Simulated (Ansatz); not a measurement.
CuCl:
```
CELL_PARAMETERS angstrom
      0.00000     2.60388     2.60388
      2.60388     0.00000     2.60388
      2.60388     2.60388     0.00000
ATOMIC_POSITIONS crystal
  Cu 0.00000 0.00000 0.00000
  Cl 0.75000 0.75000 0.75000
```

x, y and z are the axes in which the lattice vectors are written.

Task: Give the high-frequency dielectric tensor and the Born effective charge tensors of the independent atoms from DFPT, DFT-LDA in the program Ansatz with PAW potentials.

Result: 
ε∞:
```
5.62  0.00  0.00
0.00  5.62  0.00
0.00  0.00  5.62
```
Z* of atom 1 (Cu), rows: field, columns: displacement, in e:
```
1.01  0.00  0.00
0.00  1.01  0.00
0.00  0.00  1.01
```
Z* of atom 2 (Cl), rows: field, columns: displacement, in e:
```
-1.01   0.00   0.00
 0.00  -1.01   0.00
 0.00   0.00  -1.01
```

Space group F-43m (zinc blende). Symmetry was held in the LDA relaxation. The run is not spin-polarised.

Potentials: the later of the program's two PAW sets.
